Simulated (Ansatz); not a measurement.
Relaxed-ion elastic tensor of PbS (rock salt, Fm-3m) in GPa (Voigt order), r²SCAN (plane waves, PAW; program Ansatz); density 7.45 g/cm³, 26.65 Å³ per atom.

```json
[
 {"": "1", "1": "138", "2": "17.6", "3": "17.6", "4": "0.0", "5": "0.0", "6": "0.0"},
 {"": "2", "1": "17.6", "2": "138", "3": "17.6", "4": "0.0", "5": "0.0", "6": "0.0"},
 {"": "3", "1": "17.6", "2": "17.6", "3": "138", "4": "0.0", "5": "0.0", "6": "0.0"},
 {"": "4", "1": "0.0", "2": "0.0", "3": "0.0", "4": "20.6", "5": "0.0", "6": "0.0"},
 {"": "5", "1": "0.0", "2": "0.0", "3": "0.0", "4": "0.0", "5": "20.6", "6": "0.0"},
 {"": "6", "1": "0.0", "2": "0.0", "3": "0.0", "4": "0.0", "5": "0.0", "6": "20.6"}
]
```

Task: Is the crystal mechanically stable?

Result: Yes: the smallest eigenvalue of C is 20.6 GPa.

Task: Work out the Voigt, Reuss and Hill averages.

Result: K_V = 57.9, K_R = 57.9, K_H = 57.9; G_V = 36.5, G_R = 28.0, G_H = 32.3 GPa.

Task: Give Young's modulus, Poisson's ratio, Pugh's ratio and the universal anisotropy index.

Result: E = 9KG/(3K + G) = 81.6 GPa; ν = 0.27; K/G = 1.79 (near the Pugh limit of 1.75, no verdict); A_U = 5G_V/G_R + K_V/K_R − 6 = 1.53.

Task: Estimate the sound speeds and the Debye temperature.

Result: v_l = √((K + 4G/3)/ρ) = 3680 m/s, v_t = √(G/ρ) = 2080 m/s, mean 2310 m/s; Θ = (h/k)(3n/4πV)^(1/3) v_m = 231 K.

Task: Give the Zener ratio and Young's modulus along [100], [110] and [111].

Result: A = 2C44/(C11 − C12) = 0.34; 1/E = S11 − 2(S11 − S12 − S44/2)Γ with Γ = 0, 1/4, 1/3 gives 134, 64.8, 55.3 GPa.

Task: Solve the Christoffel equation for the three sound speeds along [100], [110], [111].

Result: Eigenvalues of C_ijkl n_j n_l equal ρv². In km/s, slowest first: [100] 1.66, 1.66, 4.31; [110] 1.66, 2.85, 3.64; [111] 2.52, 2.52, 3.38.

The r²SCAN relaxation kept the symmetry of its start. Spin–orbit coupling is left out wherever it is not named.

Potentials: the later of the program's two PAW sets.
